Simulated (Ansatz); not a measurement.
MnPt (L1₀ or tetragonal B2, P4/mmm) at seven volumes, PBEsol (plane waves, PAW; program Ansatz), shape and atoms relaxed at each. One row is withheld.

```tsv
V (Å³/atom)	P (GPa)
12.696	?
13.114	14.85
13.533	6.75
13.951	0.01
14.370	-5.58
14.788	-10.22
15.207	-14.08
```

Task: Fit the shown pressures and predict the withheld one.

Result: Third-order Birch–Murnaghan: P = (3/2)B₀(x^(7/2) − x^(5/2))[1 + (3/4)(B′ − 4)(x − 1)] with x = (V₀/V)^(2/3). Least squares on the six rows gives V₀ = 13.952 Å³/atom, B₀ = 204.2 GPa, B′ = 5.17. At V = 12.696, x = 1.0649 and P = 24.59 GPa. The run itself gave 24.44 GPa.

The start of the workflow was typed in or built on a structure type; the Crystallography Open Database files this formula in space group No. 123, but the cells were not matched. Whether it is the stable phase at ambient conditions was not checked. The cell was relaxed with PBEsol under the symmetry of its start, as lowered by the spin order; its stability against distortions is not shown here. Magnetic state: antiferromagnetic, chosen from 5 collinear starts compared on coarse meshes (ties went to the first, and starts can fall back to one state), not a proven ground state. Spin–orbit coupling is left out wherever it is not named.

Potentials: the earlier of the program's two PAW sets. The files were generated under PBE; for other functionals the program regenerates the frozen cores, and for LDA and PBEsol the local potential too.
